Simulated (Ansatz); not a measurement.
## Zone-centre phonons of Ag at 3 GPa: input and output

Theory: DFT PBEsol, scalar-relativistic, plane waves, PAW in Ansatz 0.2.0.

Launched with:
```bash
ansatz run input.yaml --threads 1 --pin off --max-ram 3072MiB --backend cpu --events-out ev --progress --plain --runs-dir out
```

Input (bare energies are in eV):
```yaml
crystal:
  lattice:
    - [2.8416303554, 0.0, 0.0]
    - [-1.4208151777, 2.4609240759, 0.0]
    - [0.0, 0.0, 4.6622240923]
  atoms:
    - { symbol: Ag, position: [0.3333333333, 0.6666666667, 0.25] }
    - { symbol: Ag, position: [0.6666666667, 0.3333333333, 0.75] }
basis:
  ecutwfc: 420
kpoints:
  mp_grid: { grid: [18, 18, 10] }
hamiltonian:
  xc: pbesol
scf:
  occupations: { method: fermi_dirac, width: 0.15 }
output:
  eigenvalues: true
phonons:
  method: dfpt
  eigenvectors: true
```

Results section of the output:
```
--- Phonons (Γ-DFPT): 2 representative perturbations + reference, on 546 of 3240 k-points (Σ response iterations 6) ---
  k mesh reduced under 4 symmetry operations, with k and −k counted as one. Each operation leaves every solved displacement unchanged or reverses it
  ASR residual: 3.029e-4 → 0.000e0 eV/Å²; symmetrization residual: 1.008e-12 eV/Å²
  ASR residual per site (eV/Å²): 3.03e-4 3.03e-4
  Γ frequencies (cm⁻¹): 0.00 0.00 0.00 74.77 74.77 187.62
  non-analytic LO–TO correction: not included (Born effective charges unavailable; polar crystals: no LO–TO splitting at Γ)
```

It took 58 s on 1 thread of Intel(R) Xeon(R) 6975P-C (Granite Rapids), on a shared host, peak memory 1.3 GiB.

In a metal, frequencies and elastic constants depend on the k mesh and the smearing, soft modes and shear constants most.

This form isn't the element's structure at ambient conditions.